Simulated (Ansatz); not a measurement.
In DFT-PBE in the program Ansatz with PAW potentials, GaAs in the NiAs type structure (P6_3/mmc) relaxes to a = 3.768 Å, c = 6.441 Å. Ga has 6 nearest neighbours from 2.71 Å (octahedral); As has 6 nearest neighbours from 2.71 Å (trigonal prismatic). Its formation energy from the elements is 0.002 eV/atom, with no fitted shifts.

Electronic character: metallic (no gap). Gap from PBE with spin–orbit coupling: none (metallic).

An equation-of-state fit gives a bulk modulus of 67.5 GPa.

The start of the workflow was typed in or built on a structure type; neither database checked (COD, Materials Project) lists it. It is not the phase usual at ambient conditions (space group No. 216). The cell keeps a stress of up to 0.2 GPa. The cell was relaxed with PBE under the symmetry of its start; its stability against distortions is not shown here. The references are the lowest solids computed at this level, not always the standard phases. Spin–orbit coupling is left out wherever it is not named.

Potentials: the later of the program's two PAW sets.
